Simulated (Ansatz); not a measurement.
Values for one crystal, relaxed and computed with r²SCAN (plane waves, PAW; program Ansatz); other levels are named.

| Quantity | Result |
|---|---|
| Volume per atom | 10.65 Å³ |
| Electronic character | metallic (no gap) |
| Pressure derivative B′ | 4.8 |
| Density of states at the Fermi level | 0.57 states/eV per atom (mean over ±0.08 eV) |
| Formation energy from the elements (no fitted shifts) | -0.48 eV/atom |
| Bulk modulus (Birch–Murnaghan fit) | 2240 kbar |

Pick the material that matches.
A) EuAgSb, P6_3/mmc (Eu on 2a, Ag on 2d, Sb on 2c)
B) CaCu2Si2, I4/mmm (Ca on 2a, Si on 4e, Cu on 4d)
C) SiNi2, P6_3/mmc (Si on 2d, Ni on 2c, Ni on 2a)
D) V5Si3, P6_3/mcm (V on 6g, V on 4d, Si on 6g)

C, SiNi2, P6_3/mmc (Si on 2d, Ni on 2c, Ni on 2a)

The workflow started from a Materials Project entry (that database holds measured and hypothetical structures alike); the Crystallography Open Database files this formula in space group No. 194, but the cells were not matched. Its standing as an ambient phase is unchecked. Symmetry was held in the r²SCAN relaxation; whether a distortion lowers the energy is not shown. The run is not spin-polarised. The references are the lowest solids computed at this level, not always the standard phases.

Potentials: the later of the program's two PAW sets.
